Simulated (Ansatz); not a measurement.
Relaxed-ion elastic tensor of ZrTa (L1₀ or tetragonal B2, P4/mmm) in GPa (Voigt order), plane-wave PAW PBEsol (Ansatz code); density 11.47 g/cm³, 19.71 Å³ per atom.

```
  173    122    118    0.0    0.0    0.0
  122    173    118    0.0    0.0    0.0
  118    118    214    0.0    0.0    0.0
  0.0    0.0    0.0   29.3    0.0    0.0
  0.0    0.0    0.0    0.0   29.3    0.0
  0.0    0.0    0.0    0.0    0.0  -18.6
```

Q: Is the crystal mechanically stable?

A: No: the smallest eigenvalue of C is -18.6 GPa.

The start of the workflow was typed in or built on a structure type; neither database checked (COD, Materials Project) lists it. Its standing as an ambient phase is unchecked. The cell was relaxed with PBEsol under the symmetry of its start. At this level the phase is mechanically unstable. No spin polarisation was allowed. Its formation energy is positive at this level, so the cell may be metastable or incomplete. As this level gives no gap, shear constants depend on the k-mesh and smearing (Fermi–Dirac, 0.1 eV here). On the denser mesh and wider smearing of the elastic run this cell carries a stress of 0.5 GPa. Spin–orbit coupling is left out wherever it is not named.

Potentials: the later of the program's two PAW sets.
